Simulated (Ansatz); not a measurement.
Consider the following.

Ca2As:
```
CELL_PARAMETERS angstrom
     -2.27768     2.27768     7.89193
      2.27768    -2.27768     7.89193
      2.27768     2.27768    -7.89193
ATOMIC_POSITIONS crystal
  Ca 0.50000 0.00000 0.50000
  Ca 0.00000 0.50000 0.50000
  Ca 0.32095 0.32095 0.00000
  Ca 0.67905 0.67905 0.00000
  As 0.13431 0.13431 0.00000
  As 0.86569 0.86569 0.00000
```

This is the r²SCAN-relaxed structure.

**Question.** All from r²SCAN in the plane-wave PAW code Ansatz, unless another level is named. Estimate the electronic character.

**Answer.** metallic (no gap).

**Question.** Next, the density of states at the Fermi level?

**Answer.** 0.19 states/eV per atom (mean over ±0.08 eV).

Space group I4/mmm. The workflow started from an entry of the Crystallography Open Database (COD). Whether it is the stable phase at ambient conditions was not checked. The cell was relaxed with r²SCAN under the symmetry of its start; its stability against distortions is not shown here. Scalar-relativistic: spin–orbit coupling is off unless named, which matters more the heavier the elements.

Potentials: the later of the program's two PAW sets.
